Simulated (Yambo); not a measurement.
Quantum ESPRESSO input (LDA, PseudoDojo standard norm-conserving files, scalar-relativistic) whose wavefunctions are converted with p2y:

```
&CONTROL
  calculation = 'nscf'
  pseudo_dir = './pseudo'
  outdir = './out'
/
&SYSTEM
  ibrav = 0
  nat = 2
  ntyp = 2
  ecutwfc = 82.0
  ecutrho = 328.0
  occupations = 'fixed'
  force_symmorphic = .true.
  nbnd = 78
/
&ELECTRONS
  conv_thr = 2e-09
  diago_full_acc = .true.
  diago_thr_init = 1e-08
/
ATOMIC_SPECIES
C 12.0110 C.upf
Si 28.0850 Si.upf
CELL_PARAMETERS angstrom
  0.000000000000   2.162746265000   2.162746265000
  2.162746265000   0.000000000000   2.162746265000
  2.162746265000   2.162746265000   0.000000000000
ATOMIC_POSITIONS crystal
C   0.000000000000   0.000000000000   0.000000000000
Si   0.750000000000   0.750000000000   0.750000000000
K_POINTS automatic
4 4 4 0 0 0
```

Yambo's initialisation report on symmetry, reciprocal space, the k grid and the gaps on this mesh:

```
  [02.02] Symmetries
  ==================

  Inversion symmetry    : yes
  Spatial inversion     : no
  Inversion index       :  25
  K-space Time-reversal : yes
  Magnetic symmetries   : no
  Time-reversal derived K-space symmetries:   25   48
  Group table correct   : yes
  Symmetries units      :  [cc]

  [02.03] Reciprocal space
  ========================

  nG shells         :  187
  nG charge         :  13731
  nG WFs            :  2187
  nC WFs            :  1724
  G-vecs. in first 18 shells:  [ Number ]
     1    9   15   27   51   59   65   89  113
    137   169   181   229   259   283   307   331   339
  ...
  Shell energy in first 18 shells:  [ mHa ]
    0.00000      886.303      1181.74      2363.47      3249.78      3545.21      4726.95      5613.25      5908.69
    7090.42      7976.73      9453.90      10340.2      10635.6      11817.4      12703.7      12999.1      14180.8
  ...

  [02.04] K-grid lattice
  ======================

  Compatible Grid is   : 3D
  Base K vectors       :  K_min[ 1 ]  K_min[ 2 ]  K_min[ 3 ]
  K_min[ 1 ] : -0.250000  0.000000  0.000000 [rlu]
  K_min[ 2 ] :  0.000000  0.000000  0.250000 [rlu]
  K_min[ 3 ] :  0.000000 -0.250000  0.000000 [rlu]
  Grid dimensions      :   4   4   4
  K lattice UC volume  :  0.028387 [a.u.]

  IBZ K-points                                      :   8
  BZ  K-points                                      :   64

  K/Q-points units:
  rlu = crystal or reduced units; cc = cartesian coordinates; iku = interal k-units

  K [1]          [rlu]:  0.000000  0.000000  0.000000
         WF components:  1687
  K [2]          [rlu]:  0.000000  0.000000  0.250000
         WF components:  1724
  K [3]          [rlu]:  0.000000  0.000000 -0.500000
         WF components:  1718
  K [4]          [rlu]:  0.000000  0.250000  0.250000
         WF components:  1716
  K [5]          [rlu]:  0.000000  0.250000 -0.500000
         WF components:  1719
  K [6]          [rlu]:  0.000000  0.250000 -0.250000
         WF components:  1718
  K [7]          [rlu]:  0.000000 -0.500000 -0.500000
         WF components:  1724
  K [8]          [rlu]:  0.250000 -0.500000 -0.250000
         WF components:  1708

  [02.05] Energies & Occupations
  ==============================

  [X] === General ===
  [X] Electronic Temperature                        :  0.000000  0.000000 [eV K]
  [X] Bosonic    Temperature                        :  0.000000  0.000000 [eV K]
  [X] Finite Temperature mode                       : no
  [X] El. density                                   :  0.39541E+24 [cm-3]
  [X] Fermi Level                                   :  9.535952 [eV]

  [X] === Gaps and Widths ===
  [X] Conduction Band Min                           :  1.310421 [eV]
  [X] Valence Band Max                              :  0.000000 [eV]
  [X] Filled Bands                                  :   4
  [X] Empty Bands                                   :    5   78
  [X] Direct Gap                                    :  4.552838 [eV]
  [X] Direct Gap localized at k                     :   7
  [X] Indirect Gap                                  :  1.310421 [eV]
  [X] Indirect Gap between kpts                     :   1   7
  [X] Last valence band width                       :  4.799801 [eV]
  [X] 1st conduction band width                     :  5.242348 [eV]
```
The gaps are LDA values on this mesh alone; only operations without fractional translations are kept.

Geometry relaxed with LDA.
